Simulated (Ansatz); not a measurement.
**LuIO: levels and charges under dearer methods**

A database entry relaxed whole under r2SCAN at zero pressure (P4/nmm, No. 129):

```
Lu I O
1.0
     3.85884    0.00000    0.00000
     0.00000    3.85884    0.00000
     0.00000    0.00000    9.50628
Lu I O
2 2 2
Direct
  0.00000 0.50000 0.38843
  0.50000 0.00000 0.61157
  0.50000 0.00000 0.18872
  0.00000 0.50000 0.81128
  0.00000 0.00000 0.50000
  0.50000 0.50000 0.50000
```

Its volume is 23.59 Å³ an atom, +3.5 % against the entry's 22.80, a measured cell (2007, 293 K).

Single points on this cell with plane-wave PAW DFT (Ansatz 0.2.0; r2SCAN 500 eV, hybrids 420 eV; fermi-dirac occupations of width 0.020 eV; no moments): r2SCAN on a 8×8×4 Γ-centred mesh; r2SCAN with spin-orbit coupling on a 8×8×4 Γ-centred mesh; HSE06 on a 6×6×4 Γ-centred mesh; PBE0 on a 6×6×4 Γ-centred mesh.

Problem. What does each level give for gap and charges?

Solution. The runs give:

| level | gap (eV), or kind | pressure (GPa) | Bader charge of Lu (e) | Bader charge of I (e) | Bader charge of O (e) |
| --- | --- | --- | --- | --- | --- |
| r2SCAN | 3.68 | 0.0 | +2.14 | -0.72 | -1.42 |
| r2SCAN with spin-orbit coupling | 3.52 | -0.1 | +2.13 | -0.71 | -1.42 |
| HSE06 | its mesh misses the band edges | 0.4 | +2.16 | -0.72 | -1.44 |
| PBE0 | its mesh misses the band edges | 0.5 | +2.16 | -0.72 | -1.44 |

Under r2SCAN the gap is 3.68 eV, over mesh and band path. Spin-orbit coupling moves the r2SCAN gap by -0.16 eV.

Caveats: the relaxation kept the start's symmetry; hybrid pressures are good to a few tenths of a GPa; no dispersion correction, so weakly bound layers or chains stand too far apart and gaps read wide; pressure is positive in compression.
